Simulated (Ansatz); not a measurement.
Relaxed TiSi$_{2}$ (C49 type, space group Cmcm):

```
CELL_PARAMETERS angstrom
      1.77297    -6.78252     0.00000
      1.77297     6.78252     0.00000
      0.00000     0.00000     3.57969
ATOMIC_POSITIONS crystal
  Si 0.94084 0.05916 0.75000
  Si 0.05916 0.94084 0.25000
  Si 0.25028 0.74972 0.75000
  Si 0.74972 0.25028 0.25000
  Ti 0.60320 0.39680 0.75000
  Ti 0.39680 0.60320 0.25000
```

The numbers are results of PBE (plane waves to 420 eV, PAW, scalar-relativistic; Ansatz, a quantum-chemistry and plane-wave program), not measurements. k mesh 11×11×11 (Γ-centred), Fermi-Dirac smearing 0.05 eV. With partly filled bands, energies and forces of such displacements shift with the k mesh and the smearing. The PAW data are Ansatz's earlier set. This is one of several known forms of TiSi2; the measured ambient cells at hand have space group No. 70. TiSi2 is run without spin polarisation. TiSi2 was relaxed with its symmetry unable to fall.

One atom of the cell was then moved (with its periodic images), all else fixed, and the forces (eV/Å) came out as:

```tsv
atom	Fx	Fy	Fz
Si1	0.010	-0.061	0.000
Si2	-1.709	0.092	0.000
Si3	0.026	0.011	0.000
Si4	-0.019	-0.014	0.000
Ti5	1.375	-0.119	0.000
Ti6	0.317	0.090	0.000
```

Q: Which atom was moved, and by which vector (Å)?

A: Si2, by (0.19, 0.00, 0.00), 0.19 Å in all.

(For displaced atoms, the force is minus the slope of the energy, and its curvature is a force constant, which sets phonon frequencies.)
